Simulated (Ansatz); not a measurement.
## How far is PAW off for Mg?

```yaml
crystal:
  lattice:
    - [3.20927, 0.00000, 0.00000]
    - [-1.60464, 2.77931, 0.00000]
    - [0.00000, 0.00000, 5.21033]
  atoms:
    - { symbol: Mg, position: [0.33333, 0.66667, 0.25000] }
    - { symbol: Mg, position: [0.66667, 0.33333, 0.75000] }
```

Atom numbers follow the list: Mg1, Mg2.

The cell is COD entry 9008506, as deposited and not checked against the literature; nothing was relaxed.

All numbers are computed: DFT, LDA, PAW with Ansatz's default frozen-core files, scalar-relativistic (Ansatz 0.2.0); DFT, LDA, all-electron PAW with datasets made for the crystal, scalar-relativistic (Ansatz 0.2.0); DFT, LDA, all-electron LAPW, scalar-relativistic (Ansatz 0.2.0).

For PAW: a Γ-centred 12×12×7 k mesh, Fermi–Dirac smearing of 0.05 eV, cutoff 420 eV, no spin polarisation; the PAW files were made with PBE, and the program remakes their frozen cores for this functional. The crystal-made all-electron datasets (AE datasets) take a cutoff of 100 eV at this cell. LAPW targets a basis error of 1 meV/atom. The Ansatz runs share mesh, smearing and spin set-up. Plane-wave (PAW) pressures include the program's estimate of the Pulay term.

Stress and pressure are positive in compression.

Levels count from the Fermi level.

```
                      quantity     PAW  AE datasets    LAPW
                pressure (GPa)   -2.51        -2.49   -2.49
               stress xx (GPa)   -2.22        -2.20   -2.19
               stress zz (GPa)   -3.10        -3.08   -3.08
highest filled level at K (eV)  -0.514       -0.514  -0.514
  lowest empty level at K (eV)   4.140        4.142   4.142
highest filled level at A (eV)  -5.437       -5.438  -5.438
  lowest empty level at A (eV)   5.020        5.023   5.023
```
